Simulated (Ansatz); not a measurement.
Relaxed-ion elastic tensor of SiRu in space group P2_13 (No. 198; Si on 4a, Ru on 4a) in GPa (Voigt order), DFT-r²SCAN in the program Ansatz with PAW potentials; density 8.23 g/cm³, 13.03 Å³ per atom.

```
323  172  172  0.0  0.0  0.0
172  323  172  0.0  0.0  0.0
172  172  323  0.0  0.0  0.0
0.0  0.0  0.0  148  0.0  0.0
0.0  0.0  0.0  0.0  148  0.0
0.0  0.0  0.0  0.0  0.0  148
```

Problem. Is the crystal mechanically stable?

Solution. Yes: the smallest eigenvalue of C is 148 GPa.

Problem. Work out the Voigt, Reuss and Hill averages.

Solution. K_V = 222, K_R = 222, K_H = 222; G_V = 119, G_R = 107, G_H = 113 GPa.

Problem. Give Young's modulus, Poisson's ratio, Pugh's ratio and the universal anisotropy index.

Solution. E = 9KG/(3K + G) = 291 GPa; ν = 0.28; K/G = 1.96 (ductile by the Pugh limit of 1.75); A_U = 5G_V/G_R + K_V/K_R − 6 = 0.56.

Problem. Estimate the sound speeds and the Debye temperature.

Solution. v_l = √((K + 4G/3)/ρ) = 6730 m/s, v_t = √(G/ρ) = 3710 m/s, mean 4140 m/s; Θ = (h/k)(3n/4πV)^(1/3) v_m = 523 K.

Problem. Give the Zener ratio and Young's modulus along [100], [110] and [111].

Solution. A = 2C44/(C11 − C12) = 1.95; 1/E = S11 − 2(S11 − S12 − S44/2)Γ with Γ = 0, 1/4, 1/3 gives 204, 304, 364 GPa.

Problem. Solve the Christoffel equation for the three sound speeds along [100], [110], [111].

Solution. Eigenvalues of C_ijkl n_j n_l equal ρv². In km/s, slowest first: [100] 4.24, 4.24, 6.27; [110] 3.04, 4.24, 6.93; [111] 3.49, 3.49, 7.14.

Symmetry was held in the r²SCAN relaxation; phonons on a q-mesh show no instability. The run is not spin-polarised.

Potentials: the earlier of the program's two PAW sets.
